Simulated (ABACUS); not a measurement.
# How a calculation on YSiPd (Pmmn, 24 atoms in the cell; from Materials Project mp-505467) responds to its settings

```
CELL_PARAMETERS angstrom
      4.31761     0.00000     0.00000
      0.00000    13.98637     0.00000
      0.00000     0.00000     7.44396
ATOMIC_POSITIONS crystal
  Y  0.50000 0.74833 0.21038
  Y  0.50000 0.25167 0.21038
  Y  0.00000 0.75167 0.78962
  Y  0.00000 0.24833 0.78962
  Y  0.50000 0.00000 0.29230
  Y  0.00000 0.50000 0.70770
  Y  0.50000 0.50000 0.30023
  Y  0.00000 0.00000 0.69977
  Si 0.50000 0.64640 0.59250
  Si 0.50000 0.35360 0.59250
  Si 0.00000 0.85360 0.40750
  Si 0.00000 0.14640 0.40750
  Si 0.50000 0.09238 0.90937
  Si 0.50000 0.90762 0.90937
  Si 0.00000 0.40762 0.09063
  Si 0.00000 0.59238 0.09063
  Pd 0.50000 0.60825 0.92351
  Pd 0.50000 0.39175 0.92351
  Pd 0.00000 0.89175 0.07649
  Pd 0.00000 0.10825 0.07649
  Pd 0.50000 0.15577 0.58191
  Pd 0.50000 0.84423 0.58191
  Pd 0.00000 0.34423 0.41809
  Pd 0.00000 0.65577 0.41809
```

Base run A: PBEsol, PseudoDojo 0.4 standard norm-conserving PBEsol (tails mended) pseudopotentials in ABACUS, self-consistent single point.

Its settings: KPT = Gamma 3 1 2 0 0 0; basis_type = pw; dft_functional = PBESOL; ecutwfc = 82 Ry; smearing_method = mp; smearing_sigma = 0.00999582 Ry; potentials = PseudoDojo 0.4 standard norm-conserving PBEsol (tails mended); symmetry = 1; symmetry_prec = 1e-05; ks_solver = dav_subspace; scf_nmax = 100; scf_thr = 1.0e-09 Ry; mixing_type = pulay; mixing_beta = 0.4.

The structure comes from a collection of computed structures, made at another level of theory; the collection holds predicted forms beside known ones. No clean gap shows at this smearing width and mesh (spacing up to 0.49 Å⁻¹); the mesh is coarse for partly filled bands, so the values carry mesh errors.

Runs:
- B: dft_functional: PBESOL → PWLDA; pseudopotentials: PseudoDojo 0.4 standard norm-conserving PBEsol (tails mended) → PseudoDojo 0.4 standard norm-conserving LDA (tails mended) [LDA (PW92)]
- C: dft_functional: PBESOL → GGA_X_B88+GGA_C_LYP; pseudopotentials: PseudoDojo 0.4 standard norm-conserving PBEsol (tails mended) → PseudoDojo 0.5 standard norm-conserving PBE (tails mended) [BLYP]
- D: dft_functional: PBESOL → GGA_X_WC+GGA_C_PBE; pseudopotentials: PseudoDojo 0.4 standard norm-conserving PBEsol (tails mended) → PseudoDojo 0.5 standard norm-conserving PBE (tails mended) [Wu-Cohen GGA]

```csv
run,pressure (GPa),largest force (eV/Å)
A,-3.25,0.168
B,-6.37,0.165
C,6.68,0.276
D,-2.40,0.178
```

Run B against A: The pressure goes from -3.25 to -6.37 GPa and the largest force moves little (0.168 to 0.165 eV/Å).

Run D against A: The pressure goes from -3.25 to -2.40 GPa and the largest force goes from 0.168 to 0.178 eV/Å.

Run C against A: The pressure goes from -3.25 to 6.68 GPa and the largest force goes from 0.168 to 0.276 eV/Å.

Small differences between rows can be mesh errors.

Some of these runs use potentials made for another functional than their own.

“Tails mended”: in these copies of the files the far tail of each local potential was reset to the Coulomb form.
